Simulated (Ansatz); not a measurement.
LiGa, DFT, PBEsol, PAW with Ansatz's default frozen-core files, scalar-relativistic (Ansatz 0.2.0), run on 1 thread of Intel(R) Xeon(R) Platinum 8259CL CPU @ 2.50GHz (Skylake/Cascade Lake) on a shared host.

The cell is COD entry 1540165, as deposited and not checked against the literature; nothing was relaxed. The listed cell was then made from it by scaling, straining or moving an atom.

Command: `ansatz run input.yaml --threads 1 --pin off --max-ram 4096MiB --backend cpu --events-out ev --progress --plain --runs-dir out`

```yaml
crystal:
  lattice:
    - [0.0, 3.0215333523, 3.0215333523]
    - [3.0215333523, 0.0, 3.0215333523]
    - [3.0215333523, 3.0215333523, 0.0]
  atoms:
    - { symbol: Li, position: [0.0, 0.0, 0.0] }
    - { symbol: Li, position: [0.25, 0.25, 0.25] }
    - { symbol: Ga, position: [0.5, 0.5, 0.5] }
    - { symbol: Ga, position: [0.75, 0.75, 0.75] }
kpoints:
  mp_grid: { grid: [12, 12, 12] }
scf:
  occupations: { method: fermi_dirac, width: 0.05 }
hamiltonian:
  xc: pbesol
  pseudopotentials: { kind: paw }
output:
  forces: true
  stress: true
  eigenvalues: true
  efg: { contact_densities: true }
```

How large is the problem that the program sets up?

72 irreducible k-points, 1067 plane waves at Γ, 20 bands.

About how long does it take, and how much memory does it use?

6.4 s of wall time for 7 SCF iterations, with a peak of 0.45 GiB. Times on shared machines scatter by tens of per cent.

And the same cell and mesh by all-electron PAW (datasets made for this crystal), asked for forces, stress, eigenvalues, efg, on the same hardware?

17 s, peak memory 0.59 GiB.
